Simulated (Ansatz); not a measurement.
**Data sheet: EuAl2 (DFT)**

EuAl₂:
```cif
data_Al4Eu2
_chemical_formula_sum 'Al4 Eu2'
_space_group_name_H-M_alt 'P 1'
_space_group_IT_number 1
_cell_length_a 5.68690
_cell_length_b 5.68690
_cell_length_c 5.68690
_cell_angle_alpha 60.000
_cell_angle_beta 60.000
_cell_angle_gamma 60.000
loop_
_space_group_symop_operation_xyz
  'x, y, z'
loop_
_atom_site_label
_atom_site_type_symbol
_atom_site_fract_x
_atom_site_fract_y
_atom_site_fract_z
_atom_site_occupancy
Al1 Al 0.12500 0.12500 0.12500 1
Al2 Al 0.62500 0.12500 0.12500 1
Al3 Al 0.12500 0.12500 0.62500 1
Al4 Al 0.12500 0.62500 0.12500 1
Eu1 Eu 0.50000 0.50000 0.50000 1
Eu2 Eu 0.75000 0.75000 0.75000 1
```
The run is spin-polarised; directions of the spins, atom by atom: 0 0 0 0 ↑ ↑.

Space group Fd-3m (No. 227), cubic Laves (MgCu2 type); conventional cell a = b = c = 8.0425 Å, α = β = γ = 90.00°.

Method: plane-wave PAW r²SCAN (Ansatz code). The cell and atoms are relaxed at this level. Other levels are named where they apply.

### Cell and energy

| Property | Value |
|---|---|
| Volume per atom | 21.68 Å³ |
| Density | 5.26 g/cm³ |
| Formation energy from the elements (no fitted shifts) | -0.44 eV/atom |

### Electronic structure

| Item | Value |
|---|---|
| Electronic character | metallic (no gap) |
| Density of states at the Fermi level | 0.74 states/eV per atom (mean over ±0.08 eV) |

### Magnetism

| Item | Value |
|---|---|
| Magnetic order | ferromagnetic |
| Net moment | 2.37 μB per atom |

### Mechanics

| Property | Value |
|---|---|
| Bulk modulus (Birch–Murnaghan fit) | 606 kbar |
| Pressure derivative B′ | 4.1 |

### Charges

| Quantity | Result |
|---|---|
| Bader charges | Al -0.54, Eu +1.07 e |

The workflow started from an entry of the Crystallography Open Database (COD). Whether it is the stable phase at ambient conditions was not checked. The r²SCAN relaxation kept the symmetry of its start; whether a distortion lowers the energy is not shown. The final state is ferromagnetic, chosen from 2 collinear starts compared on coarse meshes (ties went to the first, and starts can fall back to one state), not a proven ground state. Caveat: open 4f shells can settle in a state that is not the lowest. Other orbital occupations within this spin state were not tried. No Hubbard U is applied. The references are the lowest solids computed at this level, not always the standard phases. Spin–orbit coupling is left out wherever it is not named.

Potentials: the later of the program's two PAW sets.
